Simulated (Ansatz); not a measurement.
Relaxing a structure of Ta

The start is a generated cell, Ta built in the AFLOW prototype A_hP1_191_a (A_f, as in Sn). A full variable-cell relaxation at zero pressure is run with PBE (plane waves to 420 eV, PAW, scalar-relativistic; Ansatz, an electronic-structure program). The first steps use a coarse 13×13×12 k-mesh.

The start:
```
Ta
1.0
    2.82246     0.00000     0.00000
   -1.41123     2.44432     0.00000
    0.00000     0.00000     2.62826
Ta
1
Cartesian
  0.00000   0.00000   0.00000
```

Q: How large is the pressure on the unrelaxed cell, and of which sign?

A: +16.2 GPa (positive: the cell is compressed).

Q: By how much does the energy per atom fall from start to end?

A: 0.08 eV/atom.

Q: How does the volume change?

A: +8.9 %, from 18.13 to 19.75 Å³/atom.

Q: How do the shortest distances between atoms change?

A: The closest pairs of elements (up to four, under 3.6 Å), start → end: Ta–Ta 2.63 → 2.73 Å.

Q: What band gap does the relaxed structure have at this level?

A: No gap (metallic).

The space group stays P6/mmm (No. 191) (the run could not lower it); the end is AFLOW prototype A_hP1_191_a (A_f, as in Sn), with 1 atom in the primitive cell. Final values are on a 18×18×17 k-mesh of the relaxed cell. No spin polarisation in the result.

The run could not lose the symmetry of its start, so the end can be a saddle point.

The relaxed structure here is a generated cell of Ta: the first start was made by placing the elements on the sites of a structure type, and the end was not matched to a known phase here, so it may be hypothetical. Known forms of Ta include space group No. 229.
